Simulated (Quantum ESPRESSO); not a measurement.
# Mg7ZnS8: a curve over one atom's position

Computed values, not a measurement. The program is pw.x of Quantum ESPRESSO 7.5 (plane-wave density functional theory). The cell is made up: 16 atoms on a doubled zincblende/diamond lattice, with randomly drawn elements, strain and displacements, not relaxed. PseudoDojo standard norm-conserving files (v0.5 for PBE, v0.4.1 for LDA and PBEsol) set the functional; there is no spin polarisation, spin-orbit coupling or dispersion term, and the masses in the input are unused placeholders.

Seven runs move atom 13 (S, counted in the order of the input) along x and keep all else fixed.

Input of the run at -0.0135:

```
&control calculation='scf', pseudo_dir='./dojo.nc.sr.pbe.v0_5.standard.upf', outdir='./o', disk_io='low', tprnfor=.true., tstress=.true. /
&system ibrav=0, nat=16, ntyp=3, nbnd=75, ecutwfc=84.00895049, nosym=.true., tot_charge=0,
 occupations='smearing', smearing='fd', degauss=0.0018374661
/
&electrons conv_thr=7.350e-09, electron_maxstep=60, /
ATOMIC_SPECIES
Mg 1.0 Mg.upf
S 1.0 S.upf
Zn 1.0 Zn.upf
CELL_PARAMETERS angstrom
5.7442 -0.0178 -0.0221
-0.0178 5.6738 0.0033
-0.0442 0.0067 11.1732
ATOMIC_POSITIONS angstrom
Mg 0.0884 -0.1097 -0.0948
Mg -0.0558 2.8374 2.684
Mg 2.9103 0.1023 2.7999
Zn 2.9649 2.7768 -0.0088
Mg -0.0479 -0.0795 5.6054
Mg -0.1122 2.7688 8.325
Mg 2.7719 0.145 8.3868
Mg 2.813 2.8158 5.4739
S 1.322 1.4535 1.3867
S 1.3634 4.3242 4.2502
S 4.4554 1.5449 4.2327
S 4.3389 4.2722 1.4726
S 1.3035 1.4546 6.8493
S 1.4334 4.4063 9.6763
S 4.2434 1.3111 9.8244
S 4.3339 4.3996 6.9386
K_POINTS automatic
4 4 2 1 1 1
```

| shift of atom 13 along x (Å) | free energy less that of the input shown (eV) | Fx on atom 13 (eV/Å) | Fy on atom 13 (eV/Å) | Fz on atom 13 (eV/Å) | pressure (GPa) | next band up at Gamma (eV) | iterations |
| --- | --- | --- | --- | --- | --- | --- | --- |
| -0.1588 | 0.1753 | 1.759 | 0.344 | 0.655 | 0.96 | 2.732 | 12 |
| -0.0388 | 0.0188 | 0.843 | 0.216 | 0.666 | 0.84 | 2.738 | 12 |
| -0.0135 | 0.0000 | 0.646 | 0.189 | 0.669 | 0.82 | 2.738 | 12 |
| +0.0638 | -0.0266 | 0.042 | 0.107 | 0.680 | 0.81 | 2.735 | 12 |
| +0.1329 | -0.0110 | -0.495 | 0.033 | 0.692 | 0.83 | 2.731 | 12 |
| +0.1596 | 0.0050 | -0.701 | 0.004 | 0.698 | 0.85 | 2.728 | 12 |

Question: one run is left out of the table, at +0.0204. Estimate its Fx on atom 13 (eV/Å).

Answer: 0.381. The whole row:

| shift of atom 13 along x (Å) | free energy less that of the input shown (eV) | Fx on atom 13 (eV/Å) | Fy on atom 13 (eV/Å) | Fz on atom 13 (eV/Å) | pressure (GPa) | next band up at Gamma (eV) | iterations |
| --- | --- | --- | --- | --- | --- | --- | --- |
| +0.0204 | -0.0174 | 0.381 | 0.153 | 0.674 | 0.81 | 2.737 | 12 |

A cubic fit gives dFx/dx = -7.80 eV/Å² at zero shift. Across the table the free energy follows the integral of the force to within 0.2 meV. A rerun of one of the cells at a cutoff of 1437 eV and k mesh 6 x 6 x 4 moved values by no more than 0.005 eV in energy, 0.02 GPa in stress and 0.012 eV/Å in force. The band column is the level of band 70 at Gamma less that of band 69, whose number is half the electron count, rounded up; it comes from a band step after each run.